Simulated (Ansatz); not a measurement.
NbPO$_{5}$:
```
CELL_PARAMETERS angstrom
      6.44851     0.00000     0.00000
      0.00000     6.44851     0.00000
      0.00000     0.00000     4.07197
ATOMIC_POSITIONS crystal
  Nb 0.50000 0.00000 0.22144
  Nb 0.00000 0.50000 0.77856
  P  0.00000 0.00000 0.50000
  P  0.50000 0.50000 0.50000
  O  0.00000 0.80492 0.71636
  O  0.69508 0.50000 0.71636
  O  0.00000 0.19508 0.71636
  O  0.30492 0.50000 0.71636
  O  0.50000 0.69508 0.28364
  O  0.19508 0.00000 0.28364
  O  0.50000 0.30492 0.28364
  O  0.80492 0.00000 0.28364
  O  0.00000 0.50000 0.21300
  O  0.50000 0.00000 0.78700
```

PBEsol in the plane-wave PAW code Ansatz gives a gap of 3.28 eV without spin–orbit coupling, maximum at Γ, minimum at M.

Problem. What happens when spin–orbit coupling is switched on?

Solution. The gap is nearly the same, to 3.28 eV; maximum at Γ, minimum at M.

Problem. Give the hole effective mass with spin–orbit coupling.

Solution. 3.6 along z (mₑ).

Space group P4/nmm. The first step of the workflow began from a Materials Project structure, measured or hypothetical; the Crystallography Open Database files this formula in space group No. 129, but the cells were not matched. Its standing as an ambient phase is unchecked. The PBEsol relaxation kept the symmetry of its start; its stability against distortions is not shown here. The run is not spin-polarised.

Potentials: the later of the program's two PAW sets.
